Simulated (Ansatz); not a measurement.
Ag:
```yaml
crystal:
  lattice:
    - [-2.63098, 2.63098, 1.37735]
    - [2.63098, -2.63098, 1.37735]
    - [2.63098, 2.63098, -1.37735]
  atoms:
    - { symbol: Ag, position: [0.00000, 0.00000, 0.00000] }
    - { symbol: Ag, position: [0.75000, 0.25000, 0.50000] }
```

Relaxed with r²SCAN. Special points in fractions of this cell's reciprocal vectors: Γ (0.000, 0.000, 0.000); X (0.000, 0.000, 0.500); M (-0.500, 0.500, 0.500); Z (0.319, 0.319, -0.319); Z0 (-0.319, 0.681, 0.319); P (0.250, 0.250, 0.250); N (0.000, 0.500, 0.000).

Problem. List the band energies nearest the Fermi level at these points for r²SCAN with spin–orbit coupling (plane waves, PAW; program Ansatz).

Solution. In eV from the Fermi level; about four levels below and three above (degenerate sets whole), none deeper than 8.9 eV; points with the same levels are listed once.

```
k                    below                above
-  -----------------------  -------------------
Γ  -3.20 -3.20 -2.61 -2.61  4.14 4.14 4.56 4.56
X  -2.79 -2.79 -2.79 -2.79  9.28 9.28 9.28 9.28
M  -0.66 -0.66 -0.66 -0.66  1.97 1.97 1.97 1.97
Z  -3.71 -3.71 -3.28 -3.28  3.15 3.15 3.38 3.38
P  -3.17 -3.17 -3.10 -3.10  2.44 2.44 2.45 2.45
N  -3.28 -3.28 -3.01 -3.01  0.59 0.59 2.76 2.76
```

Space group I4_1/amd (β-Sn type). The start of the workflow was typed in or built on a structure type; neither database checked (COD, Materials Project) lists it. It is not the phase usual at ambient conditions (space group No. 225). The cell was relaxed with r²SCAN under the symmetry of its start; whether a distortion lowers the energy is not shown. The run is not spin-polarised.

Potentials: the later of the program's two PAW sets.
